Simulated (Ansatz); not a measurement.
Here is the system:

Relaxed CsPbBr$_{3}$ (cubic perovskite):

```xyz
5
Lattice="5.9378 0.0000 0.0000 0.0000 5.9378 0.0000 0.0000 0.0000 5.9378" Properties=species:S:1:pos:R:3 pbc="T T T"
Cs     0.0000     0.0000     0.0000
Pb     2.9689     2.9689     2.9689
Br     0.0000     2.9689     2.9689
Br     2.9689     2.9689     0.0000
Br     2.9689     0.0000     2.9689
```

In this cell atom 4 (Br, nearest neighbour Pb at 2.969 Å; its periodic images, 5.9 Å or more away, move with it) is moved by s along Cartesian [111], unit vector (0.577, 0.577, 0.577); all other atoms and the cell stay fixed.

Calculation: r2SCAN (plane waves to 500 eV, PAW, scalar-relativistic; Ansatz, an electronic-structure program). k mesh 5×5×5 (Γ-centred), Fermi-Dirac smearing 0.05 eV. Energies are smeared free energies. CsPbBr3 was relaxed with its symmetry unable to fall. Spin-orbit coupling is left out, though Pb is heavy. The PAW data are Ansatz's earlier set. This is a high-temperature form of CsPbBr3. ΔE is measured from the undisplaced structure.

The scan covers s from -0.590 to 0.590 Å in 11 points.

Is the energy the same for equal positive and negative displacements?

Even: the same for both signs. With its periodic images moving along, the atom's site symmetry in this cell is 4/mmm.

What force acts on the atom along the line at s = -0.590 Å?

0.751 eV/Å.

What is the energy change at s = 0.590 Å?

184.1 meV/cell.

What is the force constant k = d²E/ds² of this move at s = 0?

0.79 eV/Å².

(For displaced atoms, the force is minus the slope of the energy, and its curvature is a force constant, which sets phonon frequencies.)
